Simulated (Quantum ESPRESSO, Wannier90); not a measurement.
Ge (diamond), plane waves to Wannier functions

Materials Project entry mp-32; symmetrised, unrelaxed at this level. This is the element's usual structure. Computed values, not measurements, from PBEsol: Quantum ESPRESSO (norm-conserving PseudoDojo potentials, cutoff 63 Ry, no spin polarisation, no spin-orbit coupling) on a Γ-centred 10×10×10 mesh, then Wannier90. Density: 10×10×10 mesh, cold smearing 0.01 Ry. Spin-orbit coupling, left out, would split the p-like bands by a few tenths of an eV.

The plane-wave run has 25 bands and 28 electrons a cell. On the energy scale of pw.x, whose zero is arbitrary, the Fermi level lies at 9.22 eV.

Input w.win, without the blocks of cell, atoms and k-points (1000 lines):

```
num_bands = 15
num_wann = 9
exclude_bands = 1-10
num_iter = 800
conv_tol = 1.0e-6
conv_window = 4
dis_num_iter = 1000
dis_conv_tol = 1.0e-6
dis_froz_max = 10.72
write_hr = true
write_u_matrices = true
begin projections
Ge: s;p
end projections
mp_grid = 10 10 10
```

Question: Check the input against the numbers above: what is wrong, and how is it mended?

Answer: wannier90.x -pp stops with:
```
w90_readwrite_get_projections: too few projection functions defined
```
The projections block defines fewer trial orbitals than num_wann. Mended as below, all else unchanged, the run goes through (Ω_I = 11.5 Å²) and follows the plane-wave bands to 10 meV rms (states up to 1.0 eV relative to the Fermi level).
```
num_wann = 8
```
